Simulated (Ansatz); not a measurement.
Si3Rh5:
```xyz
16
Lattice="5.3467 0.0000 0.0000 0.0000 10.2229 0.0000 0.0000 0.0000 3.8668" Properties=species:S:1:pos:R:3 pbc="T T T"
Si     0.5005     6.6984     1.9334
Si     4.8461     3.5244     1.9334
Si     3.1739     8.6359     1.9334
Si     2.1728     1.5870     1.9334
Si     2.6733     5.1114     0.0000
Si     0.0000     0.0000     0.0000
Rh     1.7864     4.0127     1.9334
Rh     3.5603     6.2101     1.9334
Rh     4.4597     1.0987     1.9334
Rh     0.8870     9.1242     1.9334
Rh     1.8128     7.2827     0.0000
Rh     3.5339     2.9402     0.0000
Rh     4.4861     8.0516     0.0000
Rh     0.8606     2.1713     0.0000
Rh     2.6733     0.0000     0.0000
Rh     0.0000     5.1114     0.0000
```

Relaxed with r²SCAN. Special points in fractions of this cell's reciprocal vectors: Γ (0.000, 0.000, 0.000); X (0.500, 0.000, 0.000); S (0.500, 0.500, 0.000); Y (0.000, 0.500, 0.000); Z (0.000, 0.000, 0.500); U (0.500, 0.000, 0.500); R (0.500, 0.500, 0.500); T (0.000, 0.500, 0.500).

### Question
List the band energies nearest the Fermi level at these points for DFT-r²SCAN in the program Ansatz with PAW potentials.

### Answer
In eV from the Fermi level; about four levels below and three above (degenerate sets whole), none deeper than 8.9 eV; points with the same levels are listed once.

| k | below | above |
|---|---|---|
| Γ | -0.48 -0.38 -0.37 -0.29 | 0.15 0.17 1.33 |
| X | -1.14 -1.14 -0.59 -0.59 | 0.05 0.05 0.08 0.08 |
| S | -0.80 -0.80 -0.05 -0.05 | 0.33 0.33 1.26 1.26 |
| Y | -0.61 -0.61 -0.25 -0.25 | 0.96 0.96 1.15 1.15 |
| Z | -1.04 -0.62 -0.13 -0.13 | 0.07 1.27 1.53 |
| U | -1.08 -1.08 -0.23 -0.23 | 0.66 0.66 1.03 1.03 |
| R | -1.02 -1.02 -0.05 -0.05 | 0.73 0.73 0.91 0.91 |
| T | -1.25 -1.25 -0.54 -0.54 | 0.59 0.59 0.79 0.79 |

Space group Pbam. The workflow started from a Materials Project entry (that database holds measured and hypothetical structures alike); the Crystallography Open Database copy checked does not list it. Whether it is the stable phase at ambient conditions was not checked. The r²SCAN relaxation kept the symmetry of its start; its stability against distortions is not shown here. No spin polarisation was allowed. Spin–orbit coupling is left out wherever it is not named.

Potentials: the later of the program's two PAW sets.
